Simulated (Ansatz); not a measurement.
Relaxed-ion elastic tensor of Ge in space group Ia-3 (No. 206; Ge on 16c) in GPa (Voigt order), PBEsol (plane waves, PAW; program Ansatz); density 5.77 g/cm³, 20.90 Å³ per atom.

```
      1     2     3     4     5     6
-  ----  ----  ----  ----  ----  ----
1   122  36.0  36.0   0.0   0.0   0.0
2  36.0   122  36.0   0.0   0.0   0.0
3  36.0  36.0   122   0.0   0.0   0.0
4   0.0   0.0   0.0  37.7   0.0   0.0
5   0.0   0.0   0.0   0.0  37.7   0.0
6   0.0   0.0   0.0   0.0   0.0  37.7
```

Q: Is the crystal mechanically stable?

A: Yes: the smallest eigenvalue of C is 37.7 GPa.

Q: Work out the Voigt, Reuss and Hill averages.

A: K_V = 64.6, K_R = 64.6, K_H = 64.6; G_V = 39.8, G_R = 39.6, G_H = 39.7 GPa.

Q: Give Young's modulus, Poisson's ratio, Pugh's ratio and the universal anisotropy index.

A: E = 9KG/(3K + G) = 98.8 GPa; ν = 0.24; K/G = 1.63 (brittle by the Pugh limit of 1.75); A_U = 5G_V/G_R + K_V/K_R − 6 = 0.02.

Q: Estimate the sound speeds and the Debye temperature.

A: v_l = √((K + 4G/3)/ρ) = 4510 m/s, v_t = √(G/ρ) = 2620 m/s, mean 2910 m/s; Θ = (h/k)(3n/4πV)^(1/3) v_m = 315 K.

Q: Give the Zener ratio and Young's modulus along [100], [110] and [111].

A: A = 2C44/(C11 − C12) = 0.88; 1/E = S11 − 2(S11 − S12 − S44/2)Γ with Γ = 0, 1/4, 1/3 gives 105, 97.1, 94.6 GPa.

The workflow started from a Materials Project entry (that database holds measured and hypothetical structures alike); the Crystallography Open Database copy checked does not list it. It is not the phase usual at ambient conditions (space group No. 227). The cell was relaxed with PBEsol under the symmetry of its start; of distortions, only those at the zone centre were tested. As this level gives no gap, shear constants depend on the k-mesh and smearing (Fermi–Dirac, 0.1 eV here).

Potentials: the later of the program's two PAW sets.
